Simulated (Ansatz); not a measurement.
Relaxed ZrB2 (AlB2 type, space group P6/mmm):

```
ZrB2
1.0
    6.34286     0.00000     0.00000
   -1.58571     2.74654     0.00000
    3.17143     0.00000     3.54132
Zr B
2 4
Direct
  0.00000   0.00000   0.00000
  0.50000   0.00000   0.00000
  0.91667   0.66667   0.50000
  0.41667   0.66667   0.50000
  0.08333   0.33333   0.50000
  0.58333   0.33333   0.50000
```

The atoms are displaced by Q × the pattern below (from a DFPT mode at L = (0.5, 0.0, 0.5), largest move 1; Q in Å), at fixed cell. (q is in reciprocal vectors of the primitive cell; the cell shown is doubled to hold the pattern.)

```tsv
atom	x	y	z
Zr1	0.000	0.000	0.060
Zr2	0.000	0.000	-0.060
B3	-0.866	-0.500	0.000
B4	0.866	0.500	0.000
B5	-0.866	-0.500	0.000
B6	0.866	0.500	0.000
```

Method: PBE (plane waves to 420 eV, PAW, scalar-relativistic; Ansatz, an electronic-structure program). k mesh 17×17×17 (Γ-centred), Fermi-Dirac smearing 0.05 eV. E stands for the smeared free energy. With partly filled bands, energies and forces of such displacements shift with the k mesh and the smearing. ZrB2 is run without spin polarisation. ZrB2 was relaxed with its symmetry unable to fall. ΔE is measured from the undisplaced structure. The last digit holds for this mesh only.

```json
[
 {"Q (Å)": "-0.2800", "ΔE (meV/cell)": "4294.0"},
 {"Q (Å)": "-0.2333", "ΔE (meV/cell)": "2616.1"},
 {"Q (Å)": "-0.1867", "ΔE (meV/cell)": "withheld"},
 {"Q (Å)": "-0.1400", "ΔE (meV/cell)": "772.7"},
 {"Q (Å)": "-0.0933", "ΔE (meV/cell)": "322.2"},
 {"Q (Å)": "-0.0467", "ΔE (meV/cell)": "77.5"},
 {"Q (Å)": "0.0000", "ΔE (meV/cell)": "0.0"},
 {"Q (Å)": "0.0467", "ΔE (meV/cell)": "77.5"},
 {"Q (Å)": "0.0933", "ΔE (meV/cell)": "322.2"},
 {"Q (Å)": "0.1400", "ΔE (meV/cell)": "772.7"},
 {"Q (Å)": "0.1867", "ΔE (meV/cell)": "withheld"},
 {"Q (Å)": "0.2333", "ΔE (meV/cell)": "2616.1"},
 {"Q (Å)": "0.2800", "ΔE (meV/cell)": "4294.0"}
]
```

Fit an even polynomial form (powers 2, 4, 6) to the given rows and predict ΔE at Q = 0.1867.

Least squares on the 11 given rows: ΔE = (35140)·Q² + (208000)·Q⁴ + (540600)·Q⁶, in meV/cell with Q in Å; root-mean-square residual 0.11 meV/cell. At 0.1867 the fit gives 1500.5 meV/cell; the calculation gives 1499.8 meV/cell, so the interpolation is off by 0.7 (+0.0 %). The quadratic term alone would give 1224.9 meV/cell.

(For displaced atoms, the force is minus the slope of the energy, and its curvature is a force constant, which sets phonon frequencies.)
